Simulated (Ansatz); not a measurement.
A relaxed structure of AlNi. Space group Pm-3m (No. 221), CsCl type. These are PBEsol (plane waves to 420 eV, PAW, scalar-relativistic; Ansatz, a quantum-chemistry and plane-wave program) values and carry that method's errors.

```xyz
2
Lattice="2.8622 0.0000 0.0000 0.0000 2.8622 0.0000 0.0000 0.0000 2.8622" Properties=species:S:1:pos:R:3 pbc="T T T"
Al     1.4311     1.4311     1.4311
Ni     0.0000     0.0000     0.0000
```

Predict the magnetic moment from PBEsol.

Zero (the starting moments vanished).

No spin polarisation in the result: the starting moments vanished. A magnetic state may lie lower.

Measured for AlNi: a 2.882 Å (static lattice; corrected from measurement; as listed in H. Levämäki et al., Physical Review B (2014)). Computed minus measured — a: PBEsol -0.7 %. The computed values are for a static lattice.

The run could not lose the symmetry of its start.

All atoms sit on sites fixed by symmetry, so only the cell could relax.
